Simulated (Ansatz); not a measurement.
AlN (wurtzite)

```
AlN
1.0
    3.10673     0.00000     0.00000
   -1.55337     2.69051     0.00000
    0.00000     0.00000     4.97852
Al N
2 2
Cartesian
  1.55337   0.89684   0.01696
  0.00000   1.79367   2.50622
  1.55337   0.89684   3.09561
  0.00000   1.79367   0.60635
```

Equation-of-state scan: isotropic scaling of the cell above, V₀ being its volume. The atoms relax within the cell's symmetry.

Computed with r2SCAN (plane waves to 500 eV, PAW, scalar-relativistic; Ansatz, a first-principles code). k mesh 13×13×7 (Γ-centred), Fermi-Dirac smearing 0.05 eV. E stands for the smeared free energy. AlN was relaxed with its symmetry unable to fall. The zero of ΔE is the relaxed starting cell.

| V (Å³/atom) | ΔE (kJ/mol of atoms) |
|---|---|
| 9.363 | ___ |
| 9.623 | 4.21 |
| 9.883 | 1.79 |
| 10.143 | 0.43 |
| 10.403 | 0.00 |
| 10.664 | 0.40 |
| 10.924 | 1.53 |
| 11.184 | ___ |
| 11.444 | ___ |

Problem. What belongs in the gaps?

Solution. 
- 9.363, ΔE (kJ/mol of atoms): 7.82
- 11.184, ΔE (kJ/mol of atoms): 3.30
- 11.444, ΔE (kJ/mol of atoms): 5.66

(A scan under strain: stresses follow from slopes of the energy per volume, elastic moduli from its curvatures.)
